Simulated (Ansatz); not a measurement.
## Relaxation path: TiB2 (AlB2 type)

DFT, r2SCAN, PAW with Ansatz's default frozen-core files, scalar-relativistic (Ansatz 0.2.0); a Γ-centred 12×12×10 k mesh, Fermi–Dirac smearing of 0.08 eV, no spin polarisation. The run relaxes shape and atoms at held volume.

Command: `ansatz run input.yaml --threads 1 --pin off --max-ram 3072MiB --backend cpu --events-out ev --progress --plain --runs-dir out` It took 25 s on 1 thread of Intel(R) Xeon(R) Processor @ 2.50GHz (Skylake/Cascade Lake) (shared host), peak memory 0.42 GiB.

```yaml
crystal:
  lattice:
    - [2.7109858055, 0.0, 0.0]
    - [-1.3554929027, 2.3477825769, 0.0]
    - [0.0, 0.0, 2.8886787064]
  atoms:
    - { symbol: Ti, position: [0.0, 0.0, 0.0] }
    - { symbol: B, position: [0.3333333333, 0.6666666667, 0.5] }
    - { symbol: B, position: [0.6666666667, 0.3333333333, 0.5] }
kpoints:
  mp_grid: { grid: [12, 12, 10] }
scf:
  occupations: { method: fermi_dirac, width: 0.08 }
hamiltonian:
  xc: r2scan
  pseudopotentials: { kind: paw }
output:
  forces: true
  stress: true
relax:
  f_tol: 0.005
  max_steps: 30
  cell: { stress_tol: 0.19, fix: [volume] }
```

Each step lists its free energy a cell above the last geometry, the pressure, the cell vectors (Å), and Cartesian positions (Å) with forces (eV/Å).

The first step:

```
step 1  dF = 37.91 meV  P = 161.1 GPa
  cell 2.7110 0.0000 0.0000  -1.3555 2.3478 0.0000  0.0000 0.0000 2.8887
  Ti 0.0000 0.0000 0.0000   0.0000 0.0000 0.0000
  B 0.0000 1.5652 1.4443   0.0000 0.0000 0.0000
  B 1.3555 0.7826 1.4443   0.0000 0.0000 0.0000
```

The PAW files were made under PBE. The structure type is held throughout; the real material can change phase at far lower pressure.

The symmetry of the start is kept and no stability test is made, so the end need not be the stable phase.

Task: Where does the relaxation end, and by which steps?

Result: After 3 geometries, with conventional a, b, c = 2.745, 2.745, 2.818 Å, at 6.129 Å³/atom and 159.3 GPa in space group P6/mmm, with a shortest distance of 1.585 Å. The further steps:
```
step 2  dF = 4.45 meV  P = 159.9 GPa
  cell 2.7329 0.0000 0.0000  -1.3665 2.3668 0.0000  0.0000 0.0000 2.8425
  Ti 0.0000 0.0000 0.0000   0.0000 0.0000 0.0000
  B 0.0000 1.5778 1.4213   0.0000 0.0000 0.0000
  B 1.3665 0.7889 1.4213   0.0000 0.0000 0.0000
step 3  dF = 0.00 meV  P = 159.3 GPa
  cell 2.7447 0.0000 0.0000  -1.3723 2.3769 0.0000  0.0000 0.0000 2.8182
  Ti 0.0000 0.0000 0.0000   0.0000 0.0000 0.0000
  B 0.0000 1.5846 1.4091   0.0000 0.0000 0.0000
  B 1.3723 0.7923 1.4091   0.0000 0.0000 0.0000
step 4  dF = 0.00 meV  P = 159.3 GPa  (same geometry on a basis chosen anew; earlier energies don't compare to the last digit)
  cell 2.7447 0.0000 0.0000  -1.3723 2.3769 0.0000  0.0000 0.0000 2.8182
  Ti 0.0000 0.0000 0.0000   0.0000 0.0000 0.0000
  B 0.0000 1.5846 1.4091   0.0000 0.0000 0.0000
  B 1.3723 0.7923 1.4091   0.0000 0.0000 0.0000
```
